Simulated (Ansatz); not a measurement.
CdSiN2 as one 4-atom ordering (P-4m2) on the zincblende lattice was relaxed with 5 functionals in the plane-wave code Ansatz, cell and atoms free, the symmetry of the start kept (meshes: PBE 8×8×6, r2SCAN 8×8×4, PBEsol 8×8×4, LDA 8×8×4, HSE06 6×6×4). The cell comes from a prototype generator: it can be a known phase or a hypothetical one. Spin polarisation is off.

The r2SCAN result:
```xyz
4
Lattice="3.0340 0.0000 0.0000 0.0000 3.0340 0.0000 0.0000 0.0000 5.1102" Properties=species:S:1:pos:R:3 pbc="T T T"
Cd    0.0000    0.0000    0.0000
N     0.0000    1.5170    1.6339
Si    1.5170    1.5170    2.5551
N     1.5170    0.0000    3.4763
```

It is tetragonal, P-4m2 (No. 115); a = 3.034 Å, c = 5.110 Å in the conventional setting, 11.76 Å³ an atom. Cd is surrounded by 4 N at 2.23 Å; N is surrounded by 2 Si at 1.77 Å and 2 Cd at 2.23 Å; Si is surrounded by 4 N at 1.77 Å.

Task: What lattice does LDA give?

Result: a = 3.014 Å, c = 5.021 Å; the volume differs by -3.0 % from r2SCAN's. Cd has 4 N at 2.19 Å; N has 2 Si at 1.76 Å and 2 Cd at 2.19 Å; Si has 4 N at 1.76 Å.

Task: How does the cell change with PBEsol?

Result: a = 3.037 Å, c = 5.072 Å; the volume differs by -0.5 % from r2SCAN's. Around Cd lie 4 N at 2.22 Å; around N lie 2 Si at 1.78 Å and 2 Cd at 2.22 Å; around Si lie 4 N at 1.78 Å.

Task: Held at the r2SCAN cell, what mean stress do LDA and PBE find, and does its sign point to their own minimum?

Result: Yes. LDA -5.74 GPa, and its relaxed volume is -3.0 % from r2SCAN's; PBE +4.59 GPa, and its relaxed volume is +2.5 % from r2SCAN's. Compression counts positive, so a positive stress asks for a larger cell.
